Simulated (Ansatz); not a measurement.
Data:

Be₂C:
```yaml
crystal:
  lattice:
    - [0.00000, 2.13416, 2.13416]
    - [2.13416, 0.00000, 2.13416]
    - [2.13416, 2.13416, 0.00000]
  atoms:
    - { symbol: Be, position: [0.25000, 0.25000, 0.25000] }
    - { symbol: Be, position: [0.75000, 0.75000, 0.75000] }
    - { symbol: C, position: [0.00000, 0.00000, 0.00000] }
```

This is the LDA-relaxed structure.

Task: All from plane-wave PAW LDA (Ansatz code), unless another level is named. Estimate the Young's modulus.

Result: 542 GPa.

Task: What about the elastic constants (relaxed ions, GPa)?

Result: C11 = 607, C12 = 21.4, C44 = 225.

Task: Predict the vibrational entropy at 300 K.

Result: 6.1 J/(K·mol of atoms).

Task: Give the zero-point energy.

Result: 118.9 meV/atom.

Space group Fm-3m (fluorite or antifluorite type). The LDA relaxation kept the symmetry of its start; phonons on a q-mesh show no instability.

Potentials: the later of the program's two PAW sets.
